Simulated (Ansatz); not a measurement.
# Li₂VO₂: a fit and a missing row

Li₂VO₂, P-3m1, a = 3.164 Å, c = 5.089 Å. The structure is a Materials Project entry; whether it is the stable form wasn't checked. Ansatz: r2SCAN, PAW, 500 eV, Γ-centred 9×9×6 mesh on 5 atoms, Gaussian smearing 0.02 eV; collinear spin, largest moment 2.3 μB. Shape and atoms are relaxed at each volume; pressure is positive in compression.

```
V (Å³/atom) P (GPa)
      8.293     9.01
      8.558     4.14
      8.823     0.00
      9.087    -3.49
      9.352        ?
```

**Question.** Take V0 = 8.823 Å³/atom, fit the third-order Birch–Murnaghan form to the other rows, and predict the missing pressure.

**Answer.** With the Eulerian strain f = ½[(V0/V)^(2/3) − 1] and y = P/[3f(1 + 2f)^(5/2)], the form is the line y = B0 + 1.5 B0 (B0′ − 4) f. Rows (f, y): 0.02108, 128.5; 0.01027, 127.7; -0.00973, 125.6. Means f = 0.007207, y = 127.27; Σ(Δf)² = 0.0004887, ΣΔfΔy = 0.04667; the slope is their ratio. y = 126.6 + 95.49 f GPa, so B0 = 126.6 GPa and B0′ = 4 + 2 × (95.49)/(3 × 126.6) = 4.50. At V = 9.352, f = -0.01904, y = 124.78 and P = -6.47 GPa. The run gave -6.39 GPa, so the fit is 0.08 GPa too low, a small miss on the scale of the series. The form still works here, 33 % of the fitted range beyond its end.

The state reached may not be the lowest one. The cell holds one magnetic atom, so it can only be ferromagnetic; an antiferromagnetic order may lie lower.